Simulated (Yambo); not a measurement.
Yambo run on Mg2OsH6 (space group Fm-3m, No. 225). The wavefunctions come from this Quantum ESPRESSO step (LDA, PseudoDojo standard norm-conserving files, scalar-relativistic):

```
&CONTROL
  calculation = 'nscf'
  pseudo_dir = './pseudo'
  outdir = './out'
/
&SYSTEM
  ibrav = 0
  nat = 9
  ntyp = 3
  ecutwfc = 84.0
  ecutrho = 336.0
  occupations = 'fixed'
  force_symmorphic = .true.
  nbnd = 175
/
&ELECTRONS
  conv_thr = 9.000000000000001e-09
  diago_full_acc = .true.
  diago_thr_init = 1e-08
/
ATOMIC_SPECIES
H 1.0080 H.upf
Mg 24.3050 Mg.upf
Os 190.2300 Os.upf
CELL_PARAMETERS angstrom
  0.000000000000   3.317635000000   3.317635000000
  3.317635000000   0.000000000000   3.317635000000
  3.317635000000   3.317635000000   0.000000000000
ATOMIC_POSITIONS crystal
H   0.746160000000   0.746160000000   0.253840000000
H   0.253840000000   0.253840000000   0.746160000000
H   0.253840000000   0.746160000000   0.746160000000
H   0.746160000000   0.253840000000   0.253840000000
H   0.746160000000   0.253840000000   0.746160000000
H   0.253840000000   0.746160000000   0.253840000000
Mg   0.750000000000   0.750000000000   0.750000000000
Mg   0.250000000000   0.250000000000   0.250000000000
Os   0.000000000000   0.000000000000   0.000000000000
K_POINTS automatic
4 4 4 0 0 0
```

Yambo input:

```
rim_cut
gw0
dyson
el_el_corr
HF_and_locXC
ppa
em1d
RandQpts= 1000000
RandGvec= 1 Ry
EXXRLvcs= 84 Ry
VXCRLvcs= 336 Ry
Chimod= "HARTREE"
% BndsRnXp
 13 | 172 |
%
NGsBlkXp= 10 Ry
% LongDrXp
 1.0 | 1.0 | 1.0 |
%
PPAPntXp= 27.2114 eV
% GbndRnge
 1 | 172 |
%
GTermKind= "BG"
DysSolver= "n"
ExtendOut
% QPkrange
 1 | 1 | 21 | 22 |
 3 | 3 | 21 | 22 |
 7 | 7 | 21 | 22 |
 8 | 8 | 21 | 22 |
%
```

k points by index: 1 = Γ, 3 = L, 7 = X, 8 = W.

Resulting energies as the program prints them:

```
#    K-point    Band    Eo [eV]    E [eV]    E-Eo [eV]    Vxc [eV]    Vnlxc [eV]    Sc|Eo [eV]    Sc|E [eV]    dSc/dw|Eo [eV]    Re(Z)    Im(Z)
#
    1    21    -1.114646    -1.621673    -0.507026    -15.54867    -18.87449    2.681244    2.818787    -7.380259    0.786644    -0.001213
    1    22    5.831172    6.568015    0.736844    -10.35596    -5.171232    -4.293483    -4.447886    -5.694465    0.826879    -0.007480
    3    21    -0.453993    -0.864446    -0.410453    -16.81047    -19.96682    2.635098    2.745892    -7.342853    0.787495    -0.001560
    3    22    3.617206    4.298411    0.681205    -10.14937    -5.694636    -3.631490    -3.773523    -5.672790    0.827490    -0.001147
    7    21    -0.488980E-3    -0.359821    -0.359332    -17.59509    -20.71155    2.660437    2.757137    -7.320411    0.788007    -0.001451
    7    22    3.231800    4.151318    0.919518    -14.76388    -9.987346    -3.650428    -3.857020    -6.113032    0.816558    -0.001180
    8    21    0.000000    -0.364416    -0.364416    -17.59653    -20.71297    2.653952    2.752021    -7.320549    0.788004    -0.001449
    8    22    4.641334    5.411028    0.769694    -13.73118    -8.963403    -3.823072    -3.998083    -6.186897    0.814754    -0.532231E-3
```
(The two width columns are left out.) Convergence of these settings isn't established.

Spin-orbit coupling is not included.

Geometry of the Materials Project entry, not relaxed at this level.

The structure is a Materials Project entry; no match was found in the copy of COD used, and its stability was not checked.
